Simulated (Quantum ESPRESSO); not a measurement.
Band energies of Cs2LiAlF6

```
Cs2LiAlF6
1.0
    6.29790     0.00000     0.00000
   -3.14895     5.45414     0.00000
    0.00000     0.00000     5.10330
Li F Al Cs
1 6 1 2
Direct
  0.00000   0.00000   0.00000
  0.86585   0.13415   0.28188
  0.13415   0.86585   0.71812
  0.86585   0.73170   0.28188
  0.13415   0.26830   0.71812
  0.26830   0.13415   0.28188
  0.73170   0.86585   0.71812
  0.00000   0.00000   0.50000
  0.33333   0.66667   0.22866
  0.66667   0.33333   0.77134
```

LDA (Quantum ESPRESSO, PseudoDojo norm-conserving, 84 Ry, no spin-orbit coupling); path ΓMKΓALHA,LM,KH; energies in eV from the valence-band maximum.

```csv
k (1/Å),point,band 29,band 30,band 31,band 32,band 33,band 34,band 35,band 36
0.00,Γ,-0.33,-0.33,-0.14,-0.14,0.00,6.56,8.10,9.18
0.29,,-0.53,-0.33,-0.20,-0.16,-0.01,7.12,8.28,9.11
0.58,M,-0.58,-0.30,-0.25,-0.18,-0.03,7.88,8.31,8.91
0.58,K,-0.51,-0.51,-0.23,-0.23,-0.04,8.21,8.21,8.89
0.80,,-0.51,-0.40,-0.23,-0.19,-0.03,7.67,8.35,8.91
1.24,Γ,-0.33,-0.33,-0.14,-0.14,0.00,6.56,8.10,9.18
1.45,,-0.35,-0.35,-0.14,-0.14,-0.02,6.90,8.35,8.67
1.86,A,-0.39,-0.39,-0.15,-0.15,-0.10,8.41,8.41,8.54
2.05,,-0.44,-0.41,-0.18,-0.16,-0.10,8.38,8.47,8.56
2.43,L,-0.52,-0.40,-0.27,-0.19,-0.12,8.55,8.77,9.05
2.60,,-0.52,-0.45,-0.26,-0.20,-0.12,8.66,8.77,9.10
2.77,H,-0.54,-0.50,-0.23,-0.23,-0.13,8.79,8.79,9.15
2.90,,-0.50,-0.49,-0.25,-0.21,-0.12,8.68,8.76,9.11
3.03,,-0.47,-0.46,-0.24,-0.19,-0.11,8.50,8.65,8.96
3.30,,-0.41,-0.40,-0.17,-0.15,-0.10,8.42,8.43,8.49
3.43,A,-0.39,-0.39,-0.15,-0.15,-0.10,8.41,8.41,8.54
3.43,L,-0.52,-0.40,-0.27,-0.19,-0.12,8.55,8.77,9.05
3.58,,-0.53,-0.39,-0.25,-0.17,-0.10,8.55,8.75,9.03
3.74,,-0.56,-0.36,-0.24,-0.16,-0.07,8.34,8.78,8.88
4.05,M,-0.58,-0.30,-0.25,-0.18,-0.03,7.88,8.31,8.91
4.05,K,-0.51,-0.51,-0.23,-0.23,-0.04,8.21,8.21,8.89
4.35,,-0.54,-0.53,-0.21,-0.21,-0.08,8.66,8.66,9.11
4.66,H,-0.54,-0.50,-0.23,-0.23,-0.13,8.79,8.79,9.15
```

The LDA gap is direct, 6.56 eV at Γ.

Geometry of the Materials Project entry, not relaxed at this level.

The structure is a Materials Project entry; no match was found in the copy of COD used, and its stability was not checked.
